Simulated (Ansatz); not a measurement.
Harmonic thermodynamics of NbTe$_{2}$Mo$_{3}$

Computed with DFT PBE, scalar-relativistic, plane waves, PAW in Ansatz. Plane waves to 420 eV; Γ-centred k mesh 10×10×4; Gaussian smearing of 0.10 eV. No spin polarisation. Phonons by linear response, acoustic sum rule imposed.

Equilibrium structure at this level:
```xyz
6
Lattice="3.3118 0.0000 0.0000 0.0000 3.3118 0.0000 0.0000 0.0000 11.4484" Properties=species:S:1:pos:R:3 pbc="T T T"
Nb    0.0000    0.0000    4.9487
Te    1.6559    1.6559    9.6180
Te    0.0000    0.0000    1.8298
Mo    1.6559    1.6559    6.5372
Mo    1.6559    1.6559    3.4231
Mo    0.0000    0.0000    7.9883
```

It was reached by relaxing an invented guess, and it needn't be the stable form of this composition. In a metal, frequencies and elastic constants depend on the k mesh and the smearing, soft modes and shear constants most. Spin–orbit coupling is left out, which matters for heavy elements. The q mesh is coarse, so values between its points are rough. No dispersion correction is applied, so modes and constants that involve weak contacts between layers, chains or molecules come out too soft.

Force constants from linear response on a 2×2×1 q mesh, interpolated to a fine mesh.

Question: Give the zero-point energy per atom.

Answer: 27.6 meV.

Question: How large are the vibrational entropy and heat capacity at 300 K?

Answer: S = 4.29 k_B and C_V = 2.86 k_B per atom, 95 % of the Dulong–Petit value.

Question: Tabulate them against temperature.

Answer:
```
T (K)  F_vib (meV/atom)  S (k_B/atom)  C_V (k_B/atom)
  100              23.1          1.47            2.06
  200               2.6          3.16            2.71
  300             -29.7          4.29            2.86
  400             -70.4          5.12            2.92
  500            -117.5          5.78            2.95
  600            -169.7          6.32            2.96
  700            -226.2          6.77            2.97
  800            -286.3          7.17            2.98
  900            -349.6          7.52            2.98
 1000            -415.8          7.84            2.99
```
